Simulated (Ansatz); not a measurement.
According to r²SCAN in the plane-wave PAW code Ansatz, GaSb in the NiAs type structure (P6_3/mmc) relaxes to a = 3.966 Å, c = 7.001 Å. Ga has 6 nearest neighbours from 2.88 Å (octahedral); Sb has 6 nearest neighbours from 2.88 Å (trigonal prismatic). Against the elements it lies at 90 meV/atom, with no fitted shifts.

Electronic character: metallic (no gap). Gap from r²SCAN with spin–orbit coupling: none (metallic).

The bulk modulus is 59.4 GPa. Bader charges are Ga +0.26, Sb -0.26 e.

The start of the workflow was typed in or built on a structure type; neither database checked (COD, Materials Project) lists it. It is not the phase usual at ambient conditions (space group No. 216). The cell was relaxed with r²SCAN under the symmetry of its start; whether a distortion lowers the energy is not shown. The references are the lowest solids computed at this level, not always the standard phases. Spin–orbit coupling is left out wherever it is not named.

Potentials: the earlier of the program's two PAW sets.
